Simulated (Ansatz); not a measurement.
The cell below belongs to a search over invented structures; it isn't taken from experiment.

Input and command of a plane-wave DFT calculation in Ansatz:

```yaml
crystal:
  lattice:
    - [3.806158, 0.0, 0.0]
    - [0.0, 3.806158, 0.0]
    - [0.0, 0.0, 6.31162165]
  atoms:
    - { symbol: Hf, position: [0.5, 0.0, 0.34986135] }
    - { symbol: Hf, position: [0.0, 0.5, 0.34986135] }
    - { symbol: H, position: [0.0, 0.0, 0.39002867] }
    - { symbol: H, position: [0.15925108, 0.15925108, 0.87513103] }
    - { symbol: H, position: [0.84074892, 0.84074892, 0.87513103] }
    - { symbol: H, position: [0.84074892, 0.15925108, 0.87513103] }
    - { symbol: H, position: [0.15925108, 0.84074892, 0.87513103] }
basis:
  ecutwfc: 420
kpoints:
  mp_grid: { grid: [4, 4, 3] }
hamiltonian:
  xc: pbe
scf:
  occupations: { method: gaussian, width: 0.2 }
  lower_state_search: "off"
output:
  forces: true
  stress: true
  eigenvalues: true
relax:
  adjacent_minimum: "off"
  f_tol: 0.08
  max_steps: 16
  cell: { stress_tol: 0.8 }
```

```bash
ansatz run input.yaml --threads 1 --pin off --max-ram 2560MiB --backend cpu --events-out ev --progress --plain --runs-dir out
```

Processor: Intel(R) Xeon(R) Processor @ 2.70GHz, 1 thread, on a host shared with other jobs.

Question: How long does it run, and how much memory does it take?

Answer: About 76 s, peak memory 0.41 GiB. It solves 36 bands at 12 k points (after reduction by symmetry) with about 1155 plane waves (on the last cell), in 116 SCF iterations over 16 ionic steps.
